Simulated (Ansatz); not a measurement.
Starting cell, Ga₂O₃ (beta-Ga2O3 type, space group C2/m):

```
CELL_PARAMETERS angstrom
      6.22762    -1.54173     0.00000
      6.22762     1.54173     0.00000
     -1.39233     0.00000     5.71032
ATOMIC_POSITIONS crystal
  Ga 0.08991 0.08991 0.79470
  Ga 0.91009 0.91009 0.20530
  Ga 0.65850 0.65850 0.31416
  Ga 0.34150 0.34150 0.68584
  O  0.16349 0.16349 0.10919
  O  0.83651 0.83651 0.89081
  O  0.17371 0.17371 0.56436
  O  0.82629 0.82629 0.43564
  O  0.49603 0.49603 0.25671
  O  0.50397 0.50397 0.74329
```

A phonon eigenvector at Γ is frozen into this cell: atom i moves by Q times the vector below, so Q is the largest atomic displacement, in Å. The cell is held.

```csv
atom,x,y,z
Ga1,-0.018,0.000,0.364
Ga2,-0.018,0.000,0.364
Ga3,-0.232,0.000,-0.352
Ga4,-0.232,0.000,-0.352
O5,1.000,0.000,0.028
O6,1.000,0.000,0.028
O7,-0.084,0.000,-0.027
O8,-0.084,0.000,-0.027
O9,0.177,0.000,-0.052
O10,0.177,0.000,-0.052
```

Computed with PBE (plane waves to 420 eV, PAW, scalar-relativistic; Ansatz, a quantum-chemistry and plane-wave program). k mesh 11×11×6 (Γ-centred), Fermi-Dirac smearing 0.05 eV. Energies are smeared free energies. Ga2O3 was relaxed with its symmetry unable to fall. ΔE is measured from the undisplaced structure.

```json
[
 {"Q (Å)": "-0.280", "ΔE (eV/cell)": "0.666"},
 {"Q (Å)": "-0.187", "ΔE (eV/cell)": "0.291"},
 {"Q (Å)": "-0.093", "ΔE (eV/cell)": "0.072"},
 {"Q (Å)": "0.000", "ΔE (eV/cell)": "0.000"},
 {"Q (Å)": "0.093", "ΔE (eV/cell)": "0.072"},
 {"Q (Å)": "0.187", "ΔE (eV/cell)": "0.291"},
 {"Q (Å)": "0.280", "ΔE (eV/cell)": "0.666"}
]
```

Which DFPT wavenumber at Γ belongs to this mode?
(A) 104 cm⁻¹
(B) 378 cm⁻¹
(C) 242 cm⁻¹
(D) 334 cm⁻¹

C, 242 cm⁻¹. The curvature of the scan gives 242 cm⁻¹

(A displaced cell: forces are minus the slopes of the energy, force constants its curvatures, and phonons follow from these.)
